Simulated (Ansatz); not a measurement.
## Property card for Si2P3

All numbers below come from DFT PBE, scalar-relativistic, plane waves, PAW in Ansatz.

Plane waves to 420 eV, a k mesh through Γ of 12×12×12 on the computed 10-atom cell and Gaussian smearing (0.10 eV); no spin polarisation.

The structure is relaxed at this level of theory with its symmetry kept, and needn't be the ground state of this composition.

```cif
data_structure
_symmetry_space_group_name_H-M 'P 1'
_symmetry_Int_Tables_number 1
_cell_length_a 17.5557
_cell_length_b 17.5557
_cell_length_c 17.5557
_cell_angle_alpha 11.740
_cell_angle_beta 11.740
_cell_angle_gamma 11.740
_cell_volume 194.67
loop_
_atom_site_label
_atom_site_type_symbol
_atom_site_fract_x
_atom_site_fract_y
_atom_site_fract_z
_atom_site_occupancy
Si1 Si 0.72387 0.72387 0.72387 1
Si2 Si 0.87710 0.87710 0.87710 1
Si3 Si 0.12290 0.12290 0.12290 1
Si4 Si 0.27613 0.27613 0.27613 1
P1 P 0.37166 0.37166 0.37166 1
P2 P 0.52046 0.52046 0.52046 1
P3 P 0.47954 0.47954 0.47954 1
P4 P 0.62834 0.62834 0.62834 1
P5 P 0.76688 0.76688 0.76688 1
P6 P 0.23312 0.23312 0.23312 1
```

- Space group: R-3m (No. 166)
- Volume per atom: 19.47 Å³
- Formation energy from the elements' standard states (uncorrected): -0.080 eV/atom
- Kohn–Sham band gap: none (metal)
- Density of states at the Fermi level: 2.6 states/eV per cell
- Orbital (Löwdin) character within 0.5 eV of the Fermi level: P 3p 67 %, Si 3s 14 %, Si 3p 8 %, unprojected 9 %
- Bader charge by site (e): Si (2 in the cell) 1.74, Si (2 in the cell) 1.63, P (2 in the cell) -1.26, P (2 in the cell) -0.77, P (2 in the cell) -1.35

The cell holds layers, chains or molecules and no dispersion correction was added, so their binding is poorly described.

The cell was found from a structure generator's guess, not taken from experiment. Löwdin shares on free-atom orbitals overweight diffuse shells.
